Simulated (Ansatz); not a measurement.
**TaAlP₂SO₁₂ — 33S NMR of the central transition**

Cell: a computed structure from the Materials Project (it need not be an observed phase), taken as it stands.

```cif
data_TaAlP2SO12
_symmetry_space_group_name_H-M 'Cc'
_symmetry_Int_Tables_number 9
_cell_length_a 14.8741
_cell_length_b 8.5434
_cell_length_c 8.8419
_cell_angle_alpha 90.000
_cell_angle_beta 123.860
_cell_angle_gamma 90.000
loop_
_atom_site_label
_atom_site_type_symbol
_atom_site_symmetry_multiplicity
_atom_site_Wyckoff_symbol
_atom_site_fract_x
_atom_site_fract_y
_atom_site_fract_z
Ta Ta 4 a 0.6075 0.7582 0.0783
Al Al 4 a 0.3924 0.2518 0.9334
P5 P 4 a 0.4871 0.9665 0.2444
P6 P 4 a 0.8616 0.9036 0.2449
S S 4 a 0.1448 0.8834 0.2471
O11 O 4 a 0.4224 0.0709 0.0799
O12 O 4 a 0.5492 0.3157 0.0861
O13 O 4 a 0.8641 0.8700 0.0791
O17 O 4 a 0.5689 0.9331 0.9171
O18 O 4 a 0.4605 0.6775 0.9169
O19 O 4 a 0.1424 0.1322 0.9126
O23 O 4 a 0.4212 0.1367 0.7843
O24 O 4 a 0.8606 0.9248 0.7820
O25 O 4 a 0.2421 0.1849 0.7743
O29 O 4 a 0.5682 0.8622 0.2246
O30 O 4 a 0.1480 0.0578 0.2254
O31 O 4 a 0.7589 0.8215 0.2199
```

One atom of each set is listed; the run and its k-mesh use a cell of 34 atoms with edges of 8.58, 8.58, 8.84 Å.

Level of theory: DFT, r2SCAN, plane waves and PAW, scalar-relativistic, 500 eV cutoff, Γ-centred 3×3×3 k-points, Fermi–Dirac smearing 0.02 eV (Ansatz 0.2.0).

33S has I = 3/2 and Q = -69.40 mb (Pyykkö 2018); at 28.2 T its Larmor frequency is ν₀ = 92.3 MHz. Only the quadrupole interaction is simulated: positions count from each site's isotropic chemical shift, and shift anisotropy, dipolar and J coupling are left out.

Question: Give C_Q, η, the quadrupolar product P_Q = |C_Q|(1 + η²/3)^½, the second-order isotropic shift and the breadth of the pattern (static powder) for each S site.

Answer: 

```csv
site,first shell,C_Q (MHz),η,P_Q (MHz),δ_QIS (ppm),breadth (kHz)
S,4 O at 1.45–1.51 Å,5.05,0.18,5.07,-75.6,41.8
```

δ_QIS = −(ν_Q²/30ν₀²)[I(I+1) − 3/4](1 + η²/3) × 10⁶ ppm with ν_Q = 3|C_Q|/[2I(2I−1)]; it falls as 1/B₀² in ppm, and the breadth as 1/B₀ in kHz.

At this cell the principal stresses reach 5 GPa in size with r2SCAN, which can matter for small gradients. The largest force is 0.4 eV/Å, so the atoms aren't at the calculated equilibrium and relaxing them would move these values.

Hardware: 1 thread of Arm Neoverse V2 (aarch64; 8 cores open to the job, memory cap 2.5 GiB, no GPU), a shared host with a load of 0.6 a core. Wall time 4.6 min, CPU time 4.6 min, peak memory 2 GiB.
